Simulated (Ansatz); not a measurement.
Relaxed-ion elastic tensor of AlRu (CsCl type, Pm-3m) in GPa (Voigt order), DFT-PBEsol in the program Ansatz with PAW potentials; density 8.07 g/cm³, 13.18 Å³ per atom.

|  | 1 | 2 | 3 | 4 | 5 | 6 |
|---|---|---|---|---|---|---|
| 1 | 340 | 159 | 159 | 0.0 | 0.0 | 0.0 |
| 2 | 159 | 340 | 159 | 0.0 | 0.0 | 0.0 |
| 3 | 159 | 159 | 340 | 0.0 | 0.0 | 0.0 |
| 4 | 0.0 | 0.0 | 0.0 | 136 | 0.0 | 0.0 |
| 5 | 0.0 | 0.0 | 0.0 | 0.0 | 136 | 0.0 |
| 6 | 0.0 | 0.0 | 0.0 | 0.0 | 0.0 | 136 |

Question: Is the crystal mechanically stable?

Answer: Yes: the smallest eigenvalue of C is 136 GPa.

Question: Work out the Voigt, Reuss and Hill averages.

Answer: K_V = 219, K_R = 219, K_H = 219; G_V = 118, G_R = 113, G_H = 116 GPa.

Question: Give Young's modulus, Poisson's ratio, Pugh's ratio and the universal anisotropy index.

Answer: E = 9KG/(3K + G) = 295 GPa; ν = 0.28; K/G = 1.90 (ductile by the Pugh limit of 1.75); A_U = 5G_V/G_R + K_V/K_R − 6 = 0.21.

Question: Estimate the sound speeds and the Debye temperature.

Answer: v_l = √((K + 4G/3)/ρ) = 6800 m/s, v_t = √(G/ρ) = 3790 m/s, mean 4220 m/s; Θ = (h/k)(3n/4πV)^(1/3) v_m = 531 K.

Question: Give the Zener ratio and Young's modulus along [100], [110] and [111].

Answer: A = 2C44/(C11 − C12) = 1.51; 1/E = S11 − 2(S11 − S12 − S44/2)Γ with Γ = 0, 1/4, 1/3 gives 238, 306, 339 GPa.

Symmetry was held in the PBEsol relaxation; of distortions, only those at the zone centre were tested. The run is not spin-polarised. As this level gives no gap, shear constants depend on the k-mesh and smearing (Fermi–Dirac, 0.1 eV here).

Potentials: the later of the program's two PAW sets.
